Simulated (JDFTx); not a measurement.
An input for JDFTx (a modified build) (Re(0001), CANDLE, water, 2 M NaF; bohr, hartree) and the course of its log:

```
lattice \
  5.2257354871 -2.6128677530 0.0000000000 \
  0.0000000000 4.5256196991 0.0000000000 \
  0.0000000000 0.0000000000 51.4005505898
coords-type Lattice
ion Re 0.6666666667 0.3333333333 -0.2023673753 0
ion Re 0.3333333333 0.6666666667 -0.1233523900 0
ion Re 0.6666666667 0.3333333333 -0.0411174630 0
ion Re 0.3333333333 0.6666666667 0.0411174630 0
ion Re 0.6666666667 0.3333333333 0.1233523900 0
ion Re 0.3333333333 0.6666666667 0.2023673753 0
ion-species pseudo/re_pbe_v1.2.upf
elec-cutoff 20 100
elec-ex-corr gga-PBE
coulomb-interaction Slab 001
coulomb-truncation-embed 0 0 0
kpoint-folding 8 8 1
elec-smearing Fermi 0.01
elec-n-bands 54
target-mu -0.150305
electronic-scf nIterations 100 energyDiffThreshold 1e-07
fluid LinearPCM
pcm-variant CANDLE
fluid-solvent H2O
fluid-cation Na+ 2
fluid-anion F- 2
fluid-minimize nIterations 400 knormThreshold 1e-11
wavefunction read f0.wfns
elec-initial-eigenvals f0.eigenvals
elec-initial-fillings read f0.fillings
fluid-initial-state f0.fluidState
dump-name f0_u1.$VAR
dump End State Ecomponents EigStats BandEigs Forces ElecDensity IonicPositions Fillings Kpoints Dtot FluidDebug BoundCharge FluidDensity
```

```
[one cycle in 5 is shown, and the last three; fluid-solver lines are left out]
	FillingsUpdate:  mu: -0.150305000  nElectrons: 92.621461
SCF: Cycle:  0   G: -461.537216637981487   dG: +3.690e+00   |Residual|: 1.302e-01   |deigs|: 2.036e-05
	FillingsUpdate:  mu: -0.150305000  nElectrons: 90.454744
SCF: Cycle:  5   G: -465.142169719535616   dG: -1.247e-01   |Residual|: 1.851e-02   |deigs|: 1.131e-03
	FillingsUpdate:  mu: -0.150305000  nElectrons: 91.698615
SCF: Cycle: 10   G: -463.694040410337209   dG: -1.605e-01   |Residual|: 8.349e-02   |deigs|: 6.826e-04
	FillingsUpdate:  mu: -0.150305000  nElectrons: 90.796259
SCF: Cycle: 15   G: -464.999436938052213   dG: -6.622e-01   |Residual|: 3.067e-02   |deigs|: 4.354e-03
	FillingsUpdate:  mu: -0.150305000  nElectrons: 90.051089
SCF: Cycle: 20   G: -465.214957107117471   dG: -3.476e-01   |Residual|: 7.200e-03   |deigs|: 6.208e-03
	FillingsUpdate:  mu: -0.150305000  nElectrons: 90.566541
SCF: Cycle: 25   G: -465.141172714434333   dG: -1.212e-01   |Residual|: 1.863e-02   |deigs|: 1.432e-03
	FillingsUpdate:  mu: -0.150305000  nElectrons: 90.223154
SCF: Cycle: 30   G: -465.228151783845647   dG: -1.464e-03   |Residual|: 1.275e-03   |deigs|: 1.919e-04
	FillingsUpdate:  mu: -0.150305000  nElectrons: 90.197138
SCF: Cycle: 35   G: -465.228583678057589   dG: -1.233e-05   |Residual|: 5.640e-05   |deigs|: 2.103e-05
	FillingsUpdate:  mu: -0.150305000  nElectrons: 90.197967
SCF: Cycle: 40   G: -465.228584505085678   dG: -2.082e-07   |Residual|: 2.566e-05   |deigs|: 2.989e-06
	FillingsUpdate:  mu: -0.150305000  nElectrons: 90.198004
SCF: Cycle: 45   G: -465.228584521295943   dG: -1.388e-07   |Residual|: 2.542e-05   |deigs|: 1.886e-06
	FillingsUpdate:  mu: -0.150305000  nElectrons: 90.196923
SCF: Cycle: 50   G: -465.228583118985171   dG: +4.072e-07   |Residual|: 7.455e-05   |deigs|: 1.509e-06
	FillingsUpdate:  mu: -0.150305000  nElectrons: 90.197910
SCF: Cycle: 55   G: -465.228584500503189   dG: -2.072e-07   |Residual|: 3.720e-05   |deigs|: 6.740e-06
	FillingsUpdate:  mu: -0.150305000  nElectrons: 90.202241
SCF: Cycle: 60   G: -465.228570662844845   dG: +1.388e-05   |Residual|: 2.143e-04   |deigs|: 2.918e-05
	FillingsUpdate:  mu: -0.150305000  nElectrons: 90.198245
SCF: Cycle: 65   G: -465.228584568330064   dG: -8.843e-06   |Residual|: 1.961e-05   |deigs|: 2.295e-05
	FillingsUpdate:  mu: -0.150305000  nElectrons: 90.198034
SCF: Cycle: 70   G: -465.228584432757714   dG: +1.025e-07   |Residual|: 2.435e-05   |deigs|: 1.150e-06
	FillingsUpdate:  mu: -0.150305000  nElectrons: 90.198088
SCF: Cycle: 75   G: -465.228584549050424   dG: -1.914e-06   |Residual|: 1.999e-05   |deigs|: 1.047e-05
	FillingsUpdate:  mu: -0.150305000  nElectrons: 90.197609
SCF: Cycle: 80   G: -465.228584320652317   dG: -4.743e-09   |Residual|: 4.728e-05   |deigs|: 6.309e-06
	FillingsUpdate:  mu: -0.150305000  nElectrons: 90.200945
SCF: Cycle: 85   G: -465.228577381873322   dG: +7.159e-06   |Residual|: 1.577e-04   |deigs|: 2.099e-05
	FillingsUpdate:  mu: -0.150305000  nElectrons: 90.198075
SCF: Cycle: 90   G: -465.228584552003667   dG: -4.963e-06   |Residual|: 2.695e-05   |deigs|: 1.757e-05
	FillingsUpdate:  mu: -0.150305000  nElectrons: 90.201108
SCF: Cycle: 95   G: -465.228578077949123   dG: +6.479e-06   |Residual|: 1.466e-04   |deigs|: 2.026e-05
	FillingsUpdate:  mu: -0.150305000  nElectrons: 90.193539
SCF: Cycle: 97   G: -465.228566920704452   dG: +1.762e-05   |Residual|: 2.441e-04   |deigs|: 3.295e-05
	FillingsUpdate:  mu: -0.150305000  nElectrons: 90.198470
SCF: Cycle: 98   G: -465.228584567635380   dG: -1.765e-05   |Residual|: 9.812e-06   |deigs|: 3.429e-05
	FillingsUpdate:  mu: -0.150305000  nElectrons: 90.196018
SCF: Cycle: 99   G: -465.228581489051635   dG: +3.079e-06   |Residual|: 1.188e-04   |deigs|: 1.658e-05
SCF: None of the convergence criteria satisfied after 100 iterations.
IonicMinimize: Iter:   0  G: -465.228581489051635  |grad|_K:  0.000e+00
IonicMinimize: Converged (|grad|_K<1.000000e-04).
```

This run gave no converged result. The electronic loop ended without meeting its threshold, so the last energy, electron count and forces aren't results.
